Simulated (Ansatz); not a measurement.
Computed with DFT PBE, scalar-relativistic, plane waves, PAW in Ansatz 0.2.0. All cells share a 420 eV cutoff and Γ-centred k meshes spaced about 0.3 Å⁻¹ or finer (0.25 for metals, 2π included). No spin polarisation.

Relaxed structures of Bi₂TeO₄, with energies over the first row. Coordination counts O atoms around Bi and Te (those within 1.25 times the shortest such distance or 1.15 times the sum of covalent radii, 1.27 where that leaves under three; a plus sign parts nearer from farther groups; the shortest distance is added where it exceeds 1.18 times the sum of covalent radii).

```tsv
#	form	sites	V (Å³/atom)	coordination	ΔE (meV/atom)
1	I4/mmm	Bi 4e; Te 2a; O 4c, 4d	16.3	Bi 4+4, Te 4	0
2	R-3m	Bi 6c; Te 3a; O 6c, 6c	16.0	Bi 4+3, Te 6 from 2.5 Å	112
```

A further structure, relaxed alike:

```cif
data_structure
_symmetry_space_group_name_H-M 'I4mm'
_symmetry_Int_Tables_number 107
_cell_length_a 6.6373
_cell_length_b 6.6373
_cell_length_c 6.8151
_cell_angle_alpha 90.000
_cell_angle_beta 90.000
_cell_angle_gamma 90.000
_cell_volume 300.23
loop_
_atom_site_label
_atom_site_type_symbol
_atom_site_symmetry_multiplicity
_atom_site_Wyckoff_symbol
_atom_site_fract_x
_atom_site_fract_y
_atom_site_fract_z
_atom_site_occupancy
Bi1 Bi 4 b 0.00000 0.50000 0.31872 1
Te1 Te 2 a 0.00000 0.00000 0.68964 1
O1 O 8 c 0.30170 0.30170 0.29997 1
```

**Question.** Place it among the others.

**Answer.** It falls between rows 1 and 2, 36 meV/atom above row 1, with space group I4mm (No. 107) and 21.4 Å³/atom. Counting O atoms around Bi and Te, this cell has Bi 4, Te 4 and row 1 has Bi 4+4, Te 4. Around Bi lie 4 O at 2.40 Å; Te is surrounded by 4 O at 2.01 Å; around O lie 1 Te at 2.01 Å, 2 Bi at 2.40 Å and 2 O at 2.63 Å.

No dispersion correction is applied, so the spacing and binding between layers, chains or molecules are poorly described (I4/mmm), and this can change margins and order among such cells. These runs have no spin–orbit coupling, which can matter for Bi and Te. With atoms moved at random, row 1 (by 59 meV/atom) fell into a lower structure. Row 2 and the further cell had no clear such test and can be saddle points.
